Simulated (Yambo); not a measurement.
Ba$_{2}$CaMoO$_{6}$ (space group Fm-3m, No. 225), G0W0@PBEsol in Yambo with this input:

```
rim_cut
gw0
dyson
el_el_corr
HF_and_locXC
ppa
em1d
RandQpts= 1000000
RandGvec= 1 Ry
EXXRLvcs= 84 Ry
VXCRLvcs= 336 Ry
Chimod= "HARTREE"
% BndsRnXp
 2 | 296 |
%
NGsBlkXp= 8 Ry
% LongDrXp
 1.0 | 1.0 | 1.0 |
%
PPAPntXp= 27.2114 eV
% GbndRnge
 1 | 296 |
%
GTermKind= "BG"
DysSolver= "n"
ExtendOut
```

On a 2×2×2 mesh, with wavefunctions cut at 84 Ry, the gap (Γ → X) is 3.437 eV and the valence edge shifts by -0.425 eV.

**Question.** What happens with this change: 116 bands in G?

**Answer.** The gap rises by 0.033 eV, to 3.470 eV; the shift of the valence edge becomes -0.390 eV. Neither run is shown to be the converged limit.

Spin-orbit coupling is not included.

Geometry of the Materials Project entry, not relaxed at this level; primitive cell a = 6.011 Å, b = 6.011 Å, c = 6.011 Å, α = 60.00°, β = 60.00°, γ = 60.00°.

A shift is the quasiparticle energy of the state minus its PBEsol energy.
